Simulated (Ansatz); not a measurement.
La$_{5}$Ge$_{3}$:
```yaml
crystal:
  lattice:
    - [9.03625, 0.00000, 0.00000]
    - [-4.51813, 7.82563, 0.00000]
    - [0.00000, 0.00000, 6.92634]
  atoms:
    - { symbol: La, position: [0.66667, 0.33333, 0.00000] }
    - { symbol: La, position: [0.33333, 0.66667, 0.00000] }
    - { symbol: La, position: [0.33333, 0.66667, 0.50000] }
    - { symbol: La, position: [0.66667, 0.33333, 0.50000] }
    - { symbol: La, position: [0.75182, 0.75182, 0.75000] }
    - { symbol: La, position: [0.24818, 0.24818, 0.25000] }
    - { symbol: La, position: [0.00000, 0.75182, 0.25000] }
    - { symbol: La, position: [0.00000, 0.24818, 0.75000] }
    - { symbol: La, position: [0.24818, 0.00000, 0.75000] }
    - { symbol: La, position: [0.75182, 0.00000, 0.25000] }
    - { symbol: Ge, position: [0.39180, 0.39180, 0.75000] }
    - { symbol: Ge, position: [0.60820, 0.60820, 0.25000] }
    - { symbol: Ge, position: [0.00000, 0.39180, 0.25000] }
    - { symbol: Ge, position: [0.00000, 0.60820, 0.75000] }
    - { symbol: Ge, position: [0.60820, 0.00000, 0.75000] }
    - { symbol: Ge, position: [0.39180, 0.00000, 0.25000] }
```

Relaxed with PBE. Special points in fractions of this cell's reciprocal vectors: Γ (0.000, 0.000, 0.000); M (0.500, 0.000, 0.000); K (0.333, 0.333, 0.000); A (0.000, 0.000, 0.500); L (0.500, 0.000, 0.500); H (0.333, 0.333, 0.500).

**Question.** List the band energies nearest the Fermi level at these points for PBE in the plane-wave PAW code Ansatz.

**Answer.** In eV from the Fermi level; about four levels below and three above (degenerate sets whole), none deeper than 8.9 eV; points with the same levels are listed once.

```json
[
 {"k": "Γ", "below": "-0.24 -0.15 -0.15 -0.13", "above": "0.07 0.07 0.21"},
 {"k": "M", "below": "-0.52 -0.36 -0.32 -0.06", "above": "0.10 0.19 0.20"},
 {"k": "K", "below": "-0.35 -0.35 -0.27 -0.15 -0.05", "above": "0.20 0.32 0.33 0.33"},
 {"k": "A", "below": "-0.05 -0.05 -0.05 -0.05", "above": "0.85 0.85 1.01 1.01 1.01 1.01"},
 {"k": "L", "below": "-1.00 -1.00 -0.71 -0.71", "above": "0.05 0.05 0.12 0.12"},
 {"k": "H", "below": "-0.81 -0.81 -0.81 -0.81", "above": "0.04 0.04 0.10 0.10 0.10 0.10"}
]
```

Space group P6_3/mcm. The workflow started from a Materials Project entry (that database holds measured and hypothetical structures alike); the Crystallography Open Database copy checked does not list it. Its standing as an ambient phase is unchecked. Symmetry was held in the PBE relaxation; whether a distortion lowers the energy is not shown. Scalar-relativistic: spin–orbit coupling is off unless named, which matters more the heavier the elements.

Potentials: the earlier of the program's two PAW sets.
